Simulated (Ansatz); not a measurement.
**GdYF: from a guess to a relaxed structure**

Computed with Ansatz 0.2.0, DFT PBE, scalar-relativistic, plane waves, PAW. Cutoff 420 eV, Gaussian smearing, Γ-centred meshes. Cell and atoms relax first on a coarse mesh and then on a finer one. In between, the cell is made exact in the group found at 0.06 Å. In metals the finer mesh still leaves noise of several meV/atom or more. The steps can't lower the symmetry of their start. Collinear spin, starting moments Gd 7.0 μB.

Recipe of this trial structure of GdYF: random cell by space group and Wyckoff sites (P4/mmm, No. 123). Lengths were set from tabulated atomic sizes, so they are only a guess.

```
Y Gd F
1.0
     3.25223    0.00000    0.00000
     0.00000    3.25223    0.00000
     0.00000    0.00000    6.07154
Y Gd F
1 1 1
Direct
  0.00000 0.00000 0.50000
  0.00000 0.00000 0.00000
  0.50000 0.50000 0.00000
```

The zero of energy is the elements' standard structures at the same level (F₂ as a molecule); no fitted shifts are applied.

**Question.** Which structure results?

**Answer.** The symmetry stays P4/mmm (No. 123). The volume per atom grows by 25.9 %, from 21.4 to 26.9 Å³. The shortest distance goes from 2.30 Å (Gd–F) to 2.40 Å (Gd–F). The ratio c/a of the conventional cell changes by a factor of 1.11. The energy falls by about 0.20 eV/atom (the start's value is from the coarse mesh). Conventional cell: a = 3.396 Å, c = 7.011 Å. Around Y lie 4 Y at 3.40 Å and 2 Gd at 3.51 Å; Gd has 4 F at 2.40 Å, 4 Gd at 3.40 Å and 2 Y at 3.51 Å; F is surrounded by 4 Gd at 2.40 Å.

```
CELL_PARAMETERS angstrom
3.39581 0.00000 0.00000
0.00000 3.39581 0.00000
0.00000 0.00000 7.01109
ATOMIC_POSITIONS crystal
Y 0.00000 0.00000 0.50000
Gd 0.00000 0.00000 0.00000
F 0.50000 0.50000 0.00000
```

**Question.** Give its energy and gap.

**Answer.**

* Energy over the elements: −1.13 eV/atom
* Gap on the 14×14×8 mesh of the 3-atom cell: 0 eV (a metal)
* Net moment per atom: 2.35 μB
* Moment by site: Y -0.1; Gd 6.8 μB

The last run used collinear spin and Gaussian smearing of 0.10 eV. The 4f shell of Gd is treated without a Hubbard U, which places its levels poorly. The magnetic state reached may not be the lowest. Symmetry constrained the relaxation, so the result can be a saddle point. Another cell of GdYF relaxed alike, in P-6m2, lies 213 meV/atom lower, so this cell isn't the stable form at this level. Site moments count only spheres around the atoms; the net moment includes the space between them.
